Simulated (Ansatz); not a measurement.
## Relaxing Li

These are results of DFT PBEsol, scalar-relativistic, plane waves, PAW in Ansatz 0.2.0, not measurements. Cutoff 420 eV, Γ-centred k mesh, Gaussian smearing, no spin polarisation in the final step.

Li was placed on the trigonal selenium structure type (P3_121, No. 152), at a guessed volume.

```xyz
3
Lattice="3.9881 0.0000 0.0000 -1.9940 3.4538 0.0000 0.0000 0.0000 4.5246" Properties=species:S:1:pos:R:3 pbc="T T T"
Li    0.8989    0.0000    1.5082
Li   -0.4495    0.7785    3.0164
Li    1.5446    2.6753    0.0000
```

Cell and atoms relax at zero pressure; the relaxation can't lower the symmetry of the start. After a coarse first stage the cell is made exact in the group found at 0.06 Å.

**Question.** Describe the relaxed structure.

**Answer.** It ends in Im-3m (No. 229). The result has the bcc structure. Conventional cell: a = 3.434 Å. Li has 8 Li at 2.97 Å and 6 Li at 3.43 Å.

```xyz
1
Lattice="-1.7169 1.7169 1.7169 1.7169 -1.7169 1.7169 1.7169 1.7169 -1.7169" Properties=species:S:1:pos:R:3 pbc="T T T"
Li    0.0000    0.0000    0.0000
```

**Question.** What are its volume, density and gap?

**Answer.** The volume per atom is 20.24 Å³ and the density is 0.57 g/cm³. The gap on the 22×22×22 mesh is 0 eV (a metal).

The final run used a 22×22×22 mesh on its 1-atom cell and 0.10 eV smearing. Symmetry constrained the relaxation, so the result can be a saddle point. The steps took of the order of 14 core-seconds in all.